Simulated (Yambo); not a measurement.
Yambo run on SrCd$_{2}$P$_{2}$ (space group P-3m1, No. 164). The wavefunctions come from this Quantum ESPRESSO step (PBEsol, PseudoDojo standard norm-conserving files, scalar-relativistic):

```
&CONTROL
  calculation = 'nscf'
  pseudo_dir = './pseudo'
  outdir = './out'
/
&SYSTEM
  ibrav = 0
  nat = 5
  ntyp = 3
  ecutwfc = 102.0
  ecutrho = 408.0
  occupations = 'fixed'
  force_symmorphic = .true.
  nbnd = 231
/
&ELECTRONS
  conv_thr = 5e-09
  diago_full_acc = .true.
  diago_thr_init = 1e-08
/
ATOMIC_SPECIES
P 30.9738 P.upf
Sr 87.6200 Sr.upf
Cd 112.4140 Cd.upf
CELL_PARAMETERS angstrom
  4.359519970000   0.000000000000   0.000000000000
 -2.179759985000   3.775455043000   0.000000000000
  0.000000000000   0.000000000000   7.311530000000
ATOMIC_POSITIONS crystal
P   0.666666667000   0.333333333000   0.745670000000
P   0.333333333000   0.666666667000   0.254330000000
Sr   0.000000000000   0.000000000000   0.000000000000
Cd   0.333333333000   0.666666667000   0.634870000000
Cd   0.666666667000   0.333333333000   0.365130000000
K_POINTS automatic
3 3 2 0 0 0
```

Yambo input:

```
rim_cut
gw0
dyson
el_el_corr
HF_and_locXC
ppa
em1d
RandQpts= 1000000
RandGvec= 1 Ry
EXXRLvcs= 102 Ry
VXCRLvcs= 408 Ry
Chimod= "HARTREE"
% BndsRnXp
 9 | 230 |
%
NGsBlkXp= 8 Ry
% LongDrXp
 1.0 | 1.0 | 1.0 |
%
PPAPntXp= 27.2114 eV
% GbndRnge
 1 | 230 |
%
GTermKind= "BG"
DysSolver= "n"
ExtendOut
% QPkrange
 1 | 1 | 30 | 31 |
 2 | 2 | 30 | 31 |
 5 | 5 | 30 | 31 |
 6 | 6 | 30 | 31 |
%
```

k points by index: 1 = Γ, 2 = A, 5 = K, 6 = H.

The o-*.qp file then holds:

```
#    K-point    Band    Eo [eV]    E [eV]    E-Eo [eV]    Vxc [eV]    Vnlxc [eV]    Sc|Eo [eV]    Sc|E [eV]    dSc/dw|Eo [eV]    Re(Z)    Im(Z)
#
    1    30    0.000000    -0.599005    -0.599005    -13.08011    -15.04570    1.196791    1.366585    -7.712255    0.779165    -0.001468
    1    31    0.638840    0.729831    0.090991    -10.59514    -6.500807    -3.979909    -4.003345    -7.000128    0.795384    -0.001402
    2    30    -0.597938    -1.196788    -0.598850    -12.85442    -15.06063    1.437823    1.607360    -7.702432    0.779384    -0.001499
    2    31    0.840867    1.152581    0.311714    -11.63336    -7.237714    -4.004839    -4.083928    -6.901564    0.797682    -0.001400
    5    30    -1.718996    -2.337348    -0.618352    -12.20725    -14.60594    1.604455    1.780331    -7.738331    0.778584    -0.001557
    5    31    3.005372    3.295619    0.290247    -11.82100    -7.170832    -4.283363    -4.359921    -7.174174    0.791358    -0.001526
    6    30    -1.575137    -2.144076    -0.568938    -11.79605    -13.96644    1.438667    1.601446    -7.784120    0.777565    -0.001532
    6    31    2.283665    2.436623    0.152958    -10.63468    -6.411656    -4.032430    -4.070068    -6.690355    0.802652    -0.001417
```
(The two width columns are left out.) Convergence of these settings isn't established.

Spin-orbit coupling is not included.

Geometry of the Materials Project entry, not relaxed at this level.

The structure is a Materials Project entry; no match was found in the copy of COD used, and its stability was not checked.
